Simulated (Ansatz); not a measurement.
BaS2:
```
BaS2
1.0
    4.67664     2.39234     0.00000
   -4.67664     2.39234     0.00000
   -4.29797     0.00000     7.99093
Ba S
2 4
Direct
  0.85697   0.85697   0.75000
  0.14303   0.14303   0.25000
  0.19177   0.51455   0.47889
  0.80823   0.48545   0.52111
  0.51455   0.19177   0.02111
  0.48545   0.80823   0.97889
```

Relaxed with r²SCAN.

Problem. Map the electron localisation function on the plane through (0.857, 0.857, 0.750) spanned by u = [1, -1, 1] and v = [-1, 1, 1] in lattice vectors, from r²SCAN in the plane-wave PAW code Ansatz.

Solution. x is the fraction of u, y of v (the angle between them is 92°; rows are the nearest grid lines); atoms in the plane: Ba at (0.00, 0.00), Ba at (0.50, 0.50), S at (0.03, 0.70), S at (0.53, 0.20), S at (0.47, 0.80), S at (0.97, 0.30).
```
|0049972001343200268998620023431002799400|
|9999620147888631013554200000000000479999|
|7763100257776521000000000000000000024677|
|5431000001000012467888864100000001345555|
|8864200000025899962299985100000025899998|
|6544332100015899985477631001332101355666|
|7777877520002577877775421001343100124577|
|2005999973000000124578886310011000368972|
|9988886310000000257899987520000002689999|
|2211000123443100000000000000000000011122|
|0000012567775200136776420000000000000000|
|8874112577752016998438997200000000025888|
|8885200000000027998348996102577752114788|
|0000000000000000246776310025777652100000|
|2211100000000000000000000013443210001122|
|9999862000000257899987520000000136888899|
|2798630001100136888754210000003799995002|
|7754210013431001245777787752000257787777|
|6665531012331001367745899985100012334456|
|8999985200000015899922699985200000024688|
|5555431000000014688887642100001000001345|
|7764200000000000000000001256777520013677|
|9999740000000000024553101368887410269999|
|0049972001343200268998620023431002799400|
```
Scale: ten equal steps from -0.001 (start of '0') to 0.920 (end of '9'), in the order '0123456789'; x runs from 0.000 to 1.00, y from 0.000 (bottom) to 1.00 (top).

The density is the valence pseudo-density with augmentation charge, so density and ELF within about 1 Å of a nucleus are not all-electron values.

Space group C2/c. The workflow started from a Materials Project entry (that database holds measured and hypothetical structures alike); the Crystallography Open Database files this formula in space group No. 15, but the cells were not matched. Whether it is the stable phase at ambient conditions was not checked. Symmetry was held in the r²SCAN relaxation; its stability against distortions is not shown here. Spin–orbit coupling is left out wherever it is not named.

Potentials: the later of the program's two PAW sets.
